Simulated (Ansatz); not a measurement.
Method: DFT PBE, scalar-relativistic, plane waves, PAW in Ansatz 0.2.0. Settings: cutoff 420 eV, Γ-centred meshes spaced at most about 0.3 Å⁻¹, and about 0.25 Å⁻¹ or finer for metals (2π included), Gaussian smearing. No spin polarisation in the final relaxations.

All energies are static (0 K, no zero-point motion).

Two forms of LuGe3O were relaxed alike.

A.

```cif
data_structure
_symmetry_space_group_name_H-M 'P4mm'
_symmetry_Int_Tables_number 99
_cell_length_a 4.5779
_cell_length_b 4.5779
_cell_length_c 4.2635
_cell_angle_alpha 90.000
_cell_angle_beta 90.000
_cell_angle_gamma 90.000
_cell_volume 89.35
loop_
_atom_site_label
_atom_site_type_symbol
_atom_site_symmetry_multiplicity
_atom_site_Wyckoff_symbol
_atom_site_fract_x
_atom_site_fract_y
_atom_site_fract_z
_atom_site_occupancy
Lu1 Lu 1 a 0.00000 0.00000 0.02514 1
Ge1 Ge 2 c 0.00000 0.50000 0.50270 1
Ge2 Ge 1 b 0.50000 0.50000 0.09392 1
O1 O 1 b 0.50000 0.50000 0.64815 1
```

B.

```cif
data_structure
_symmetry_space_group_name_H-M 'P4/mmm'
_symmetry_Int_Tables_number 123
_cell_length_a 3.1250
_cell_length_b 3.1250
_cell_length_c 9.7828
_cell_angle_alpha 90.000
_cell_angle_beta 90.000
_cell_angle_gamma 90.000
_cell_volume 95.53
loop_
_atom_site_label
_atom_site_type_symbol
_atom_site_symmetry_multiplicity
_atom_site_Wyckoff_symbol
_atom_site_fract_x
_atom_site_fract_y
_atom_site_fract_z
_atom_site_occupancy
Lu1 Lu 1 a 0.00000 0.00000 0.00000 1
Ge1 Ge 2 h 0.50000 0.50000 0.30244 1
Ge2 Ge 1 b 0.00000 0.00000 0.50000 1
O1 O 1 c 0.50000 0.50000 0.00000 1
```

Question: Which is lower in energy, and by how much?

Answer: B is lower, by 0.44 eV/atom. A has space group P4mm (No. 99), 17.9 Å³/atom and no gap on its mesh; B has space group P4/mmm (No. 123), 19.1 Å³/atom and no gap. Counting Ge or Lu atoms around O (for each partner element, those within 1.25 times its shortest distance or 1.15 times the sum of covalent radii, where it is the nearest in units of that sum or under 1.3; a plus sign parts groups by distance over the sum of covalent radii), A has O 1+5 and B has O 4. The lower one is the more open, so pressure narrows the difference. In A, Lu has 12 Ge at 3.06–3.25 Å and 4 O at 3.61 Å; around Ge on a site of symmetry 2mm lie 2 O at 2.37 Å, 2 Ge at 2.88 Å and 4 Lu at 3.06–3.19 Å; O is surrounded by 1 Ge at 1.90 Å, 5 Ge at 2.36–2.37 Å and 4 Lu at 3.61 Å; 1 more site not described. In B, Lu is surrounded by 4 O at 2.21 Å; Ge on a site of symmetry 4mm has 4 Ge at 2.94 Å, 1 O at 2.96 Å and 4 Ge at 3.12 Å; O is surrounded by 4 Lu at 2.21 Å and 2 Ge at 2.96 Å; 1 more site not described. Both come from invented guesses.

Cells relaxed within their symmetry can be saddle points.
